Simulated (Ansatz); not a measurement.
This guess for NiPt₄ is about to be relaxed.

```
Ni Pt
1.0
     2.79616    0.00000    0.00000
    -1.39808    2.42155    0.00000
     0.00000    0.00000   21.99165
Ni Pt
2 8
Cartesian
  0.0000 1.6144 5.4979
  1.3981 0.8072 16.4937
  0.0000 1.6144 18.6929
  0.0000 1.6144 1.0996
  0.0000 1.6144 9.8962
  0.0000 1.6144 14.2946
  1.3981 0.8072 20.8921
  1.3981 0.8072 3.2987
  1.3981 0.8072 7.6971
  1.3981 0.8072 12.0954
```

The calculation used Ansatz 0.2.0, DFT PBE, scalar-relativistic, plane waves, PAW. Cutoff 420 eV, Gaussian smearing, Γ-centred meshes. Cell and atoms relax first on a coarse mesh and then on a finer one. In between, the cell is made exact in the group found at 0.06 Å. In metals the finer mesh still leaves noise of several meV/atom or more. The steps can't lower the symmetry of their start. Collinear spin, starting moments Ni 2.0 (×2) μB.

A guess keeps its type if space group and coordination stay and the shape of the cell changes little (axis ratios within about 15 %, angles within 6°); the volume may change.

Problem. Will the relaxed cell still be of the starting type?

Solution. It keeps its type. The symmetry stays P6_3/mmc (No. 194). The volume per atom stays near 14.9 Å³. The shortest distance goes from 2.73 Å (Ni–Pt and Pt–Pt) to 2.63 Å (Ni–Pt). The ratio c/a of the conventional cell changes by a factor of 1.06. Counting neighbours within 15 % of an atom's shortest distance, the start has Ni 12, Pt 12 and the end Ni 12, Pt 12.

The last run used collinear spin, an 18×18×2 mesh (in the run's order of axes) for its 10-atom cell and Gaussian smearing of 0.10 eV. These runs have no spin–orbit coupling, which can matter for Pt. The magnetic state reached may not be the lowest. Symmetry constrained the relaxation, so the result can be a saddle point.
